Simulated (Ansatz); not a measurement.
Relaxation of a relaxed Mo cell, doubled along one cell vector, shaken by Gaussian noise of σ = 0.08 Å a coordinate; 4 atoms in the cell, which starts as P1 (No. 1), aP4; a = 3.017 Å, b = 4.632 Å, c = 4.801 Å, α = 103.60°, β = 98.47°, γ = 97.16°. Computed with r2SCAN (plane waves to 500 eV, PAW, scalar-relativistic; Ansatz, a quantum-chemistry and plane-wave program). Γ-centred k-mesh 14×14×7 on the run's cell (coarser than for final values), Fermi–Dirac smearing 0.05 eV. This is the first round of the run. 

The optimiser's lines from the output (shortened; P is positive under compression):

```
relax step   1: F+E_penalty+E_count = -19868.93636370 eV  Δ(F+E_penalty+E_count) = +0.000e0 eV  max|allowed force component| = 1.757e0 eV/Å  Δτ_max = 0.0000 Å  P = +3.899 GPa  Ω = 63.619 Å³  (8 SCF iters, dr2 threshold 1.00e-7 eV, accepted)
relax step   2: F+E_penalty+E_count = -19869.27314291 eV  Δ(F+E_penalty+E_count) = -3.368e-1 eV  max|allowed force component| = 1.189e0 eV/Å  Δτ_max = 0.1949 Å  P = +2.520 GPa  Ω = 63.200 Å³  (10 SCF iters, dr2 threshold 4.00e-7 eV, accepted)
relax step   3: F+E_penalty+E_count = -19869.27516942 eV  Δ(F+E_penalty+E_count) = -2.027e-3 eV  max|allowed force component| = 2.648e-1 eV/Å  Δτ_max = 0.1435 Å  P = -3.909 GPa  Ω = 64.645 Å³  (10 SCF iters, dr2 threshold 4.00e-7 eV, accepted)
relax step   4: F+E_penalty+E_count = -19869.38629220 eV  Δ(F+E_penalty+E_count) = -1.111e-1 eV  max|allowed force component| = 1.206e-1 eV/Å  Δτ_max = 0.0666 Å  P = -0.810 GPa  Ω = 63.826 Å³  (8 SCF iters, dr2 threshold 4.00e-7 eV, accepted)
relax step   5: F+E_penalty+E_count = -19869.39460935 eV  Δ(F+E_penalty+E_count) = -8.317e-3 eV  max|allowed force component| = 1.322e-2 eV/Å  Δτ_max = 0.0169 Å  P = -0.055 GPa  Ω = 63.632 Å³  (8 SCF iters, dr2 threshold 4.00e-7 eV, accepted)
relax step   6: F+E_penalty+E_count = -19869.39577928 eV  Δ(F+E_penalty+E_count) = -1.170e-3 eV  max|allowed force component| = 9.237e-4 eV/Å  Δτ_max = 0.0023 Å  P = -0.083 GPa  Ω = 63.639 Å³  (6 SCF iters, dr2 threshold 4.00e-7 eV, accepted)
relax step   7: F+E_penalty+E_count = -19869.39581920 eV  Δ(F+E_penalty+E_count) = -3.992e-5 eV  max|allowed force component| = 4.353e-4 eV/Å  Δτ_max = 0.0004 Å  P = -0.024 GPa  Ω = 63.623 Å³  (4 SCF iters, dr2 threshold 1.02e-7 eV, accepted)
relax step   8: F+E_penalty+E_count = -19869.39582276 eV  Δ(F+E_penalty+E_count) = -3.560e-6 eV  max|allowed force component| = 8.282e-5 eV/Å  Δτ_max = 0.0001 Å  P = -0.000 GPa  Ω = 63.617 Å³  (5 SCF iters, dr2 threshold 2.58e-9 eV, accepted)
relax step   9: F+E_penalty+E_count = -19869.39582735 eV  Δ(F+E_penalty+E_count) = -4.597e-6 eV  max|allowed force component| = 8.200e-5 eV/Å  Δτ_max = 0.0000 Å  P = -0.001 GPa  Ω = 63.617 Å³  stress off target by 3.89e-3 GPa  SCF on the basis re-selected at this cell (its energy is not comparable with the rows above)  (5 SCF iters)
```

From the first to the last row the energy changes by -0.11 eV/atom and the volume by 0.0 %. The last row is marked as not comparable with the walk above it, whose basis was carried along; it does compare with step 1, since both stand on a basis selected at the nominal cutoff for their own cell.

Later rounds, restarted from the end of this one on a renewed k-mesh, logged 6 more steps and released under 0.01 eV/atom more. The final structure after all rounds: Fddd, origin choice 1 (No. 70), oF8, AFLOW prototype A_oF8_70_a; a = 2.640 Å, b = 5.426 Å, c = 8.881 Å, α = β = γ = 90.00°. Between re-selections the logged energies stand on a plane-wave basis carried along with the cell. No spin polarisation in the result.

The relaxed structure here is a generated cell of Mo: the first start was made by placing the elements on the sites of a structure type, and the end was not matched to a known phase here, so it may be hypothetical. Known forms of Mo include space group No. 229.
